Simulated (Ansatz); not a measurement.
## SnSe: a fit and a missing row

SnSe, Fm-3m, a = 6.020 Å. This isn't the usual stable structure of the compound. Ansatz: r2SCAN, PAW, 500 eV, Γ-centred 10×10×10 mesh on 2 atoms, Gaussian smearing 0.02 eV; no spin polarisation. Symmetry fixes shape and atoms, so the cell is only scaled; pressure is positive in compression.

```
V (Å³/atom) P (GPa)
     25.635     3.71
     26.453     1.69
     27.271    -0.03
     28.089    -1.50
     28.907        ?
```

Problem. Take V0 = 27.271 Å³/atom, count pressures from its P0 = -0.03 GPa, fit the third-order Birch–Murnaghan form to the other rows, and predict the missing pressure.

Solution. With the Eulerian strain f = ½[(V0/V)^(2/3) − 1] and y = (P − P0)/[3f(1 + 2f)^(5/2)], the form is the line y = B0 + 1.5 B0 (B0′ − 4) f. Rows (f, y): 0.02105, 53.4; 0.01026, 53.1; -0.00975, 52.8. Means f = 0.007187, y = 53.100; Σ(Δf)² = 0.0004885, ΣΔfΔy = 0.009240; the slope is their ratio. y = 52.96 + 18.92 f GPa, so B0 = 53.0 GPa and B0′ = 4 + 2 × (18.92)/(3 × 52.96) = 4.24. At V = 28.907, f = -0.01905, y = 52.60 and P = -2.76 GPa. The run gave -2.76 GPa, the same to the digits shown. The form still works here, 33 % of the fitted range beyond its end.